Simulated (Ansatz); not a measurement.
TiPt3 (Cu3Au type, Pm-3m) at seven volumes, the program Ansatz at the LDA level (PAW), scaled uniformly. One row is withheld.

```json
[
 {"V (Å³/atom)": "13.217", "P (GPa)": "?"},
 {"V (Å³/atom)": "13.653", "P (GPa)": "20.46"},
 {"V (Å³/atom)": "14.089", "P (GPa)": "9.31"},
 {"V (Å³/atom)": "14.525", "P (GPa)": "-0.01"},
 {"V (Å³/atom)": "14.960", "P (GPa)": "-7.80"},
 {"V (Å³/atom)": "15.396", "P (GPa)": "-14.30"},
 {"V (Å³/atom)": "15.832", "P (GPa)": "-19.71"}
]
```

Fit the shown pressures and predict the withheld one.

P = (3/2)B₀(x^(7/2) − x^(5/2))[1 + (3/4)(B′ − 4)(x − 1)] with x = (V₀/V)^(2/3). Least squares on the six rows gives V₀ = 14.524 Å³/atom, B₀ = 283 GPa, B′ = 4.99. At V = 13.217, x = 1.0649 and P = 33.78 GPa. The run itself gave 33.78 GPa.

Symmetry was held in the LDA relaxation; of distortions, only those at the zone centre were tested. No spin polarisation was allowed. Spin–orbit coupling is left out wherever it is not named.

Potentials: the later of the program's two PAW sets.
